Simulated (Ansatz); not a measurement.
## Piezoelectric tensor of SiC

All numbers below come from DFT PBE0, scalar-relativistic, plane waves, PAW (Ansatz 0.2.0). Settings: 420 eV plane-wave cutoff, Γ-centred 6×6×6 mesh, fixed occupations. No spin polarisation.

The cell is fixed (symmetry leaves no force on the atoms) and stands under 0.1 GPa:
```
C Si
1.0
     0.00000    2.17370    2.17370
     2.17370    0.00000    2.17370
     2.17370    2.17370    0.00000
C Si
1 1
Direct
  0.00000 0.00000 0.00000
  0.25000 0.25000 0.25000
```

The cell is the ideal cubic zincblende prototype.

Question: Give the relaxed-ion proper piezoelectric stress tensor e_iJ (C/m², Voigt columns xx yy zz yz xz xy).

Answer:
```
x   0.000 0.000 0.000 0.014 0.000 0.000
y   0.000 0.000 0.000 0.000 0.014 0.000
z   0.000 0.000 0.000 0.000 0.000 0.014
```
Signs follow the orientation of the cell as given.

Question: With the elastic constants (GPa, Voigt order)
C11 = 417.6, C12 = 141.6, C13 = 141.6, C22 = 417.6, C23 = 141.6, C33 = 417.6, C44 = 260.9, C55 = 260.9, C66 = 260.9 GPa; the others vanish.
find the strain coefficients d = e·C⁻¹ (pC/N).

Answer:
```
x   0.00 0.00 0.00 0.06 0.00 0.00
y   0.00 0.00 0.00 0.00 0.06 0.00
z   0.00 0.00 0.00 0.00 0.00 0.06
```

Cost: 1 run of about 5.3 core-minutes, on Intel Xeon 6975P-C (Granite Rapids) (shared hosts).